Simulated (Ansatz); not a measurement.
Sc (hcp (Mg type), space group No. 194) at seven volumes, PBE+D3(BJ) (plane waves, PAW; program Ansatz), shape and atoms relaxed at each. One row is withheld.

```csv
V (Å³/atom),P (GPa)
21.345,6.31
22.049,3.93
22.752,1.84
23.456,0.00
24.160,-1.61
24.863,-3.03
25.567,?
```

Task: Fit the shown pressures and predict the withheld one.

Result: P = (3/2)B₀(x^(7/2) − x^(5/2))[1 + (3/4)(B′ − 4)(x − 1)] with x = (V₀/V)^(2/3). Least squares on the six rows gives V₀ = 23.457 Å³/atom, B₀ = 57.3 GPa, B′ = 3.30. At V = 25.567, x = 0.9442 and P = -4.28 GPa. The run itself gave -4.28 GPa.

Space group P6_3/mmc (hcp (Mg type)). The PBE+D3(BJ) relaxation kept the symmetry of its start. The run is not spin-polarised. The pairwise dispersion correction was not fitted to metals.

Potentials: the later of the program's two PAW sets.
